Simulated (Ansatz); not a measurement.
# Notes on K₄I₃Br

```
CELL_PARAMETERS angstrom
7.11653 0.00000 0.00000
0.00000 7.11653 0.00000
0.00000 0.00000 7.11653
ATOMIC_POSITIONS crystal
K 0.00000 0.00000 0.00000
K 0.50000 0.50000 0.00000
K 0.50000 0.00000 0.50000
K 0.00000 0.50000 0.50000
I 0.00000 0.50000 0.00000
I 0.00000 0.00000 0.50000
I 0.50000 0.00000 0.00000
Br 0.50000 0.50000 0.50000
```

Single point in Ansatz 0.2.0 with PBE, no spin polarisation. Cutoff 420 eV, PAW datasets, 4×4×4 Γ-centred k mesh, fermi-dirac filling (width 0.0511 eV).

Q: Describe some of the short contacts.

A: K–I at 3.56 Å: least valence density 0.06 e/Å³ and ELF 0.05 there, a closed-shell (ionic or weak) contact. K–Br at 3.56 Å: least valence density 0.05 e/Å³ and ELF 0.03 there, a closed-shell (ionic or weak) contact. These are pseudo-fields; inside the PAW spheres they differ from the all-electron ones.

Q: Is it stable against the elements?

A: -1.56 eV an atom against the elements' usual phases (free molecules for gases, crystals otherwise, with no correction for O₂ or N₂), so it is bound against them; other compounds may still compete. Relaxing would lower it.

Q: What is the character of the valence top and the conduction bottom?

A: Within 0.7 eV of the edges, the states project mainly on I p (72 %) and Br p (26 %) below the gap and on K s (78 %) above it.

Q: Metal or insulator? Give the gap.

A: The gap is 3.90 eV, direct at the points sampled.

Origin: a known structure type with other elements, at an estimated volume, so it need not be a known compound. Caveats: no spin-orbit coupling, which can shift this gap by tenths of an eV.
